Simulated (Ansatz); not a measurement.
CdTe (zinc blende, F-43m), DFT-PBE in the program Ansatz with PAW potentials. The conduction-band minimum lies at Γ, with 1 equivalent valley. Second derivatives d²E/dk² of the lowest band at one valley (eV·Å²), along Cartesian directions:

```
direction  d²E/dk²
---------  -------
[100]        145.7
[010]        145.7
[001]        145.7
[110]        145.6
[101]        145.6
[011]        145.6
```

Find the principal effective masses, the density-of-states mass and the conductivity mass.

Off-diagonal terms follow from H_xy = H[110] − (H_xx + H_yy)/2, and m*/mₑ = 7.620 eV·Å² over each eigenvalue: 0.052, 0.052, 0.052. One valley's DOS mass (m₁m₂m₃)^(1/3) = 0.052, conductivity mass 3/(Σ 1/mᵢ) = 0.052 mₑ.

What effective density of states Nc follows at 300 K for parabolic valleys?

Nc = 2.509e19 × 1 × (0.052)^(3/2) ≈ 3.0e17 cm⁻³.

The cell was relaxed with PBE under the symmetry of its start. Spin–orbit coupling is left out wherever it is not named.

Potentials: the earlier of the program's two PAW sets.

Edges and masses are those of Kohn–Sham bands, whose gap is no quasiparticle gap.
